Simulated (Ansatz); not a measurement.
Ba₂SrWO₆:
```
CELL_PARAMETERS angstrom
      5.17458     2.99399     0.00000
     -5.17458     2.99399     0.00000
     -3.48712     0.00000     5.01051
ATOMIC_POSITIONS crystal
  Ba 0.24726 0.75274 0.23824
  Ba 0.75274 0.24726 0.76176
  Sr 0.00000 0.00000 0.50000
  W  0.50000 0.50000 0.00000
  O  0.22838 0.31803 0.17266
  O  0.77162 0.68197 0.82734
  O  0.31803 0.22838 0.82734
  O  0.68197 0.77162 0.17266
  O  0.71851 0.28149 0.29737
  O  0.28149 0.71851 0.70263
```

Tensor components refer to the Cartesian frame of this cell.

Q: Give the high-frequency dielectric tensor and the Born effective charge tensors of the independent atoms from DFPT, DFT-PBEsol in the program Ansatz with PAW potentials.

A: 
ε∞:
```
 4.51   0.00  -0.01
 0.00   4.49   0.00
-0.01   0.00   4.51
```
Z* of atom 1 (Ba), rows: field, columns: displacement, in e:
```
 2.72   0.00  -0.02
 0.00   2.77   0.00
-0.22   0.00   2.79
```
Z* of atom 3 (Sr), rows: field, columns: displacement, in e:
```
 3.08   0.00  -0.32
 0.00   3.04   0.00
 0.28   0.00   3.31
```
Z* of atom 4 (W), rows: field, columns: displacement, in e:
```
 7.35   0.00  -0.19
 0.00   7.07   0.00
 0.33   0.00   6.99
```
Z* of atom 5 (O), rows: field, columns: displacement, in e:
```
-2.55  -0.93   0.69
-0.92  -3.06   0.73
 0.56   0.70  -2.29
```
Z* of atom 9 (O), rows: field, columns: displacement, in e:
```
-2.82   0.00  -1.12
 0.00  -1.70   0.00
-1.21   0.00  -3.37
```

Static charges for comparison (Bader): Ba1 +1.54, Sr3 +1.54, W4 +2.97, O5 -1.27, O9 -1.26 e. Born charges measure polarisation by displacement and can exceed these by far.

Space group C2/m. The first step of the workflow began from a Materials Project structure, measured or hypothetical; the Crystallography Open Database copy checked does not list it. Whether it is the stable phase at ambient conditions was not checked. The cell was relaxed with PBEsol under the symmetry of its start; whether a distortion lowers the energy is not shown. The run is not spin-polarised. No Hubbard U is applied. Scalar-relativistic: spin–orbit coupling is off unless named, which matters more the heavier the elements.

Potentials: the later of the program's two PAW sets.
